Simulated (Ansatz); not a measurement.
HfH$_{2}$: computed DOS

```
Hf H
1.0
    -1.73071    1.73071    2.14480
     1.73071   -1.73071    2.14480
     1.73071    1.73071   -2.14480
Hf H
1 2
Direct
  0.00000 0.00000 0.00000
  0.25000 0.75000 0.50000
  0.75000 0.25000 0.50000
```

Structure from Materials Project entry mp-27731 (possibly hypothetical), not relaxed further.

No spin–orbit coupling, which matters for the heavy atoms here.

Theory: DFT, LDA, all-electron LAPW, scalar-relativistic in Ansatz 0.2.0.

Numerical set-up: a Γ-centred 15×15×15 k mesh, Fermi–Dirac smearing of 0.03 eV, basis error target 0.5 meV/atom, no spin polarisation.

States per eV and cell, averaged over 0.6 eV, from -5.8 to 2.4 eV, with energies (bin centres) from the Fermi level; empty bins are left out. The partial columns, the largest 4 alone, are projections on Löwdin-orthogonalised atomic shells (those that the program's projection atoms carry: the occupied ones and, for some elements, an empty d or f shell; other empty shells have no column), summed over atoms of an element. Weights on diffuse s and p shells depend on that basis and aren't pure angular character.

| E (eV) | total | Hf 5d | H 1s | Hf 6s | Hf 5p |
| --- | --- | --- | --- | --- | --- |
| -5.6 | 1.24 | 0.48 | 0.69 | 0.02 | 0.04 |
| -5.0 | 0.76 | 0.28 | 0.44 | 0.01 | 0.02 |
| -4.4 | 0.18 | 0.08 | 0.09 | 0.00 | 0.00 |
| -3.8 | 0.16 | 0.11 | 0.04 | 0.01 | 0.00 |
| -3.2 | 0.30 | 0.24 | 0.03 | 0.01 | 0.00 |
| -2.6 | 0.58 | 0.52 | 0.03 | 0.01 | 0.00 |
| -2.0 | 0.66 | 0.61 | 0.02 | 0.01 | 0.00 |
| -1.4 | 0.64 | 0.59 | 0.01 | 0.01 | 0.00 |
| -0.8 | 0.65 | 0.62 | 0.01 | 0.01 | 0.00 |
| -0.2 | 0.58 | 0.57 | 0.00 | 0.01 | 0.00 |
| 0.4 | 0.87 | 0.83 | 0.01 | 0.01 | 0.00 |
| 1.0 | 1.24 | 1.14 | 0.02 | 0.04 | 0.00 |
| 1.6 | 1.11 | 1.00 | 0.03 | 0.05 | 0.00 |
| 2.2 | 0.91 | 0.81 | 0.03 | 0.02 | 0.00 |

Problem. Which of the resolved shells contributes most within 0.3 eV of the Fermi level?

Solution. Hf 5d, with 97 % of all states there; Hf 6s follows with 1 %.

Problem. Where is the centre of the filled Hf 5d states between -14 eV and the top of the filled states?

Solution. -3.73 eV from the Fermi level.
